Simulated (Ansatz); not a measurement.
Relaxed-ion elastic tensor of V2SiN in space group P6_3/mmc (No. 194; V on 4f, Si on 2d, N on 2a) in GPa (Voigt order), PBEsol in the plane-wave PAW code Ansatz; density 5.49 g/cm³, 10.88 Å³ per atom.

```json
[
 {"": "1", "1": "314", "2": "144", "3": "182", "4": "0.0", "5": "0.0", "6": "0.0"},
 {"": "2", "1": "144", "2": "314", "3": "182", "4": "0.0", "5": "0.0", "6": "0.0"},
 {"": "3", "1": "182", "2": "182", "3": "371", "4": "0.0", "5": "0.0", "6": "0.0"},
 {"": "4", "1": "0.0", "2": "0.0", "3": "0.0", "4": "152", "5": "0.0", "6": "0.0"},
 {"": "5", "1": "0.0", "2": "0.0", "3": "0.0", "4": "0.0", "5": "152", "6": "0.0"},
 {"": "6", "1": "0.0", "2": "0.0", "3": "0.0", "4": "0.0", "5": "0.0", "6": "85.2"}
]
```

Q: Is the crystal mechanically stable?

A: Yes: the smallest eigenvalue of C is 85.2 GPa.

Q: Work out the Voigt, Reuss and Hill averages.

A: K_V = 224, K_R = 220, K_H = 222; G_V = 111, G_R = 101, G_H = 106 GPa.

Q: Give Young's modulus, Poisson's ratio, Pugh's ratio and the universal anisotropy index.

A: E = 9KG/(3K + G) = 274 GPa; ν = 0.29; K/G = 2.09 (ductile by the Pugh limit of 1.75); A_U = 5G_V/G_R + K_V/K_R − 6 = 0.51.

Q: Estimate the sound speeds and the Debye temperature.

A: v_l = √((K + 4G/3)/ρ) = 8130 m/s, v_t = √(G/ρ) = 4390 m/s, mean 4900 m/s; Θ = (h/k)(3n/4πV)^(1/3) v_m = 658 K.

Q: How much does each axis shrink under pressure?

A: Linear compressibilities β_i = Σ_j S_ij (j = 1 to 3): x 1.8, y 1.8, z 0.91 per TPa.

The start of the workflow was typed in or built on a structure type; neither database checked (COD, Materials Project) lists it. Whether it is the stable phase at ambient conditions was not checked. The cell was relaxed with PBEsol under the symmetry of its start; its stability against distortions is not shown here. The workflow began spin-polarised and lost its moments. As this level gives no gap, shear constants depend on the k-mesh and smearing (Fermi–Dirac, 0.1 eV here). On the denser mesh and wider smearing of the elastic run this cell carries a stress of 0.4 GPa.

Potentials: the earlier of the program's two PAW sets. The files were generated under PBE; for other functionals the program regenerates the frozen cores, and for LDA and PBEsol the local potential too.
